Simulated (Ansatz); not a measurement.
Cd$_{5}$TeS$_{4}$:
```
CELL_PARAMETERS angstrom
     -2.08836     2.08836    14.60546
      2.08836    -2.08836    14.60546
      2.08836     2.08836   -14.60546
ATOMIC_POSITIONS crystal
  Cd 0.81029 0.81029 0.00000
  Cd 0.18971 0.18971 0.00000
  Cd 0.59455 0.59455 0.00000
  Cd 0.40545 0.40545 0.00000
  Cd 0.00000 0.00000 0.00000
  Te 0.75000 0.25000 0.50000
  S  0.14202 0.64202 0.50000
  S  0.35798 0.85798 0.50000
  S  0.54729 0.04729 0.50000
  S  0.95271 0.45271 0.50000
```

Cartesian axes are those of the cell as given.

**Question.** Give the proper piezoelectric stress tensor with relaxed ions from DFT-LDA in the program Ansatz with PAW potentials.

**Answer.** In C/m², rows x, y, z, Voigt columns; mesh uncertainty up to 0.01.
```
 0.00   0.00   0.00   0.00  -0.19   0.00
 0.00   0.00   0.00   0.19   0.00   0.00
-0.23   0.23   0.00   0.00   0.00   0.00
```

The elastic tensor of the same run (GPa):

```
      1     2     3     4     5     6
-  ----  ----  ----  ----  ----  ----
1  94.3  40.0  55.6   0.0   0.0   0.0
2  40.0  94.3  55.6   0.0   0.0   0.0
3  55.6  55.6  72.9   0.0   0.0   0.0
4   0.0   0.0   0.0  23.9   0.0   0.0
5   0.0   0.0   0.0   0.0  23.9   0.0
6   0.0   0.0   0.0   0.0   0.0  10.5
```

**Question.** Convert to strain constants d = e·S.

**Answer.** In pC/N:
```
 0.0   0.0   0.0   0.0  -8.0   0.0
 0.0   0.0   0.0   8.0   0.0   0.0
-4.3   4.3   0.0   0.0   0.0   0.0
```

Space group I-4m2. The first step of the workflow began from a Materials Project structure, measured or hypothetical; the Crystallography Open Database copy checked does not list it. Whether it is the stable phase at ambient conditions was not checked. Symmetry was held in the LDA relaxation; whether a distortion lowers the energy is not shown. Scalar-relativistic: spin–orbit coupling is off unless named, which matters more the heavier the elements.

Potentials: the later of the program's two PAW sets.
